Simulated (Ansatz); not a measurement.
Total density of states per atom from plane-wave PAW LDA (Ansatz code), in 0.25 eV bins, energy from the valence-band maximum:

| E (eV) | states/eV/atom |
|---|---|
| -7.85 | 0.00 |
| -7.60 | 0.00 |
| -7.35 | 0.00 |
| -7.10 | 0.00 |
| -6.85 | 0.00 |
| -6.60 | 0.00 |
| -6.35 | 0.00 |
| -6.10 | 0.00 |
| -5.85 | 0.00 |
| -5.60 | 0.00 |
| -5.35 | 0.00 |
| -5.10 | 0.00 |
| -4.85 | 0.00 |
| -4.60 | 0.00 |
| -4.35 | 0.00 |
| -4.10 | 0.93 |
| -3.85 | 2.31 |
| -3.60 | 1.59 |
| -3.35 | 1.18 |
| -3.10 | 0.71 |
| -2.85 | 0.30 |
| -2.60 | 0.83 |
| -2.35 | 0.91 |
| -2.10 | 0.44 |
| -1.85 | 0.32 |
| -1.60 | 0.47 |
| -1.35 | 0.43 |
| -1.10 | 0.33 |
| -0.85 | 0.54 |
| -0.60 | 0.39 |
| -0.35 | 0.25 |
| -0.10 | 0.06 |
| 0.15 | 0.00 |
| 0.40 | 0.00 |
| 0.65 | 0.00 |
| 0.90 | 0.07 |
| 1.15 | 0.43 |
| 1.40 | 0.52 |
| 1.65 | 0.39 |
| 1.90 | 0.42 |
| 2.15 | 0.50 |
| 2.40 | 0.39 |
| 2.65 | 0.49 |
| 2.90 | 0.45 |
| 3.15 | 0.58 |
| 3.40 | 0.34 |
| 3.65 | 0.82 |
| 3.90 | 0.58 |
| 4.15 | 0.56 |
| 4.40 | 0.55 |
| 4.65 | 0.66 |
| 4.90 | 0.25 |
| 5.15 | 0.49 |
| 5.40 | 0.85 |

Pick the material that matches.
A. RbVN2, I-42d (Rb on 4b, V on 4a, N on 8d)
B. RbLaTa2O7, P4/mmm (Pearson symbol tP11)
C. Rb2TlInCl6, Fm-3m (Rb on 8c, Tl on 4b, In on 4a, Cl on 24e)
D. Rb2TaCuS4, Fddd (Rb on 16g, Ta on 8a, Cu on 8b, S on 32h)

A, RbVN2, I-42d (Rb on 4b, V on 4a, N on 8d). Top 1 eV of the valence band: N 2p 85 %, V 3d 11 %. Bottom 1 eV of the conduction band: V 3d 79 %, N 2p 13 %. Projections are on Löwdin-orthogonalised atomic valence shells; empty p or d shells of many metals are not among them.

The workflow started from a Materials Project entry (that database holds measured and hypothetical structures alike); the Crystallography Open Database copy checked does not list it. Its standing as an ambient phase is unchecked. Symmetry was held in the LDA relaxation; phonons on a q-mesh show weakly imaginary modes. No spin polarisation was allowed. Spin–orbit coupling is left out wherever it is not named.

Potentials: the later of the program's two PAW sets.
